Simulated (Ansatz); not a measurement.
Ag (9R (Sm type), R-3m) under volume change, plane-wave PAW LDA (Ansatz code), shape and atoms relaxed at each volume.

| V (Å³/atom) | E − E(relaxed) (meV/atom) | P (GPa) |
|---|---|---|
| 14.576 | 69.1 | 17.00 |
| 15.056 | 28.6 | 10.19 |
| 15.537 | ___ | ___ |
| 16.017 | 0.0 | 0.01 |
| 16.498 | ___ | ___ |
| 16.978 | 21.8 | -6.82 |
| 17.459 | 46.1 | -9.33 |

**Question.** Some entries are withheld; supply them.

**Answer.** 
- 16.498, E − E(relaxed) (meV/atom): 5.8
- 16.498, P (GPa): -3.75
- 15.537, E − E(relaxed) (meV/atom): 6.7
- 15.537, P (GPa): 4.60

**Question.** What does a third-order Birch–Murnaghan fit give for V₀, B₀ and B′?

**Answer.** V₀ = 16.02 Å³/atom, B₀ = 138 GPa, B′ = 5.6.

The workflow started from a Materials Project entry (that database holds measured and hypothetical structures alike); the Crystallography Open Database copy checked does not list it. It is not the phase usual at ambient conditions (space group No. 225). The LDA relaxation kept the symmetry of its start; whether a distortion lowers the energy is not shown. The run is not spin-polarised.

Potentials: the later of the program's two PAW sets.
